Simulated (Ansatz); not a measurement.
NiGe (CsCl type), relaxed and computed with several functionals in Ansatz (plane waves, PAW).

| functional | a (Å) | ΔH_f (eV/atom) | B₀ by P(V) fit (GPa) |
|---|---|---|---|
| r²SCAN | (withheld) | (withheld) | (withheld) |
| PBE | 2.977 | -0.06 | 132 |
| PBEsol | 2.929 | -0.12 | 154 |

Task: Complete the blanks.

Result: 
- r²SCAN, a (Å): 2.935
- r²SCAN, ΔH_f (eV/atom): 0.04
- r²SCAN, B₀ by P(V) fit (GPa): 151

Constructed cells (a structure type filled with these elements, in neither database checked): NiGe, CsCl type. Began spin-polarised and lost the moments: NiGe, CsCl type with r²SCAN; NiGe, CsCl type with PBE; NiGe, CsCl type with PBEsol. All cells were relaxed under the symmetry of their starts (and spin orders); stability against distortions was not tested throughout. Spin–orbit coupling is left out wherever it is not named.

Potentials: the later of the program's two PAW sets.

Ansatz (an electronic-structure program) is a plane-wave DFT program.

Formation energies count from the lowest solids of the elements computed at the same level, not from gases.
